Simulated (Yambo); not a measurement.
```
Ca2H3Br
1.0
    3.90294     0.00000     0.00000
   -1.95147     3.38005     0.00000
    0.00000     0.00000     6.85353
H Ca Br
3 2 1
Direct
  0.66667   0.33333   0.85048
  0.33333   0.66667   0.14952
  0.00000   0.00000   0.00000
  0.66667   0.33333   0.18576
  0.33333   0.66667   0.81424
  0.00000   0.00000   0.50000
```

Ca₂H₃Br (space group P-3m1, No. 164): mean Im ε in 1 eV windows above the direct gap of 3.28 eV, for different electron-hole kernels (Yambo, broadening 0.15 eV, PBEsol (pw.x of Quantum ESPRESSO, ONCV potentials, with spin-orbit coupling) bands; 6×6×2 mesh, 4 valence and 22 conduction bands, static screening with 96 bands and a 3 Ry block, scissor 1.59 eV, Tamm-Dancoff; field along x).

| window (eV) | independent quasiparticles | RPA (no attraction) | BSE |
|---|---|---|---|
| 3.3 to 4.3 | 2.8 | 2.6 | 2.6 |
| 4.3 to 5.3 | 2.9 | 2.5 | 4.0 |
| 5.3 to 6.3 | 2.5 | 2.2 | 4.8 |

This run doesn't resolve bound excitons or single peaks, so only averages are given, and they too depend on the mesh; weight that the attraction moves below the gap isn't listed. All transitions below 6.99 eV are in the band window. The scissor comes from a G0W0 run whose convergence isn't established.

Geometry of the Materials Project entry, not relaxed at this level.

The structure is a Materials Project entry; no match was found in the copy of COD used, and its stability was not checked.
